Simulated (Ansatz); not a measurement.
TaC in space group P-6m2 (No. 187; Ta on 1a, C on 1f), DFT-PBE in the program Ansatz with PAW potentials, all energies at zero smearing, with the estimated change up to a 700 eV cutoff added, with one set of potentials and settings (totals compare only within such a set). Cell of 2 atoms (1 Ta, 1 C): -10183.556 eV.

```json
[
 {"element": "Ta", "reference phase": "Im-3m, 1 atoms in the cell", "E (eV/atom)": "-9932.2522"},
 {"element": "C", "reference phase": "P6_3/mmc, 4 atoms in the cell", "E (eV/atom)": "-250.9479"}
]
```

Formation energy per atom, worked out: (-10183.556 − 1×(-9932.2522) − 1×(-250.9479))/2 = -0.178 eV/atom (-17 kJ per mol of atoms), at 0 K, without zero-point energy or fitted corrections.

A made-up cell: these elements were put on the sites of a structure type; the Crystallography Open Database copy checked does not list it. It is not the phase usual at ambient conditions (space group No. 225). Symmetry was held in the PBE relaxation; its stability against distortions is not shown here. The run is not spin-polarised. The references are the lowest solids computed at this level, not always the standard phases. Scalar-relativistic: spin–orbit coupling is off unless named, which matters more the heavier the elements.

Potentials: the later of the program's two PAW sets.
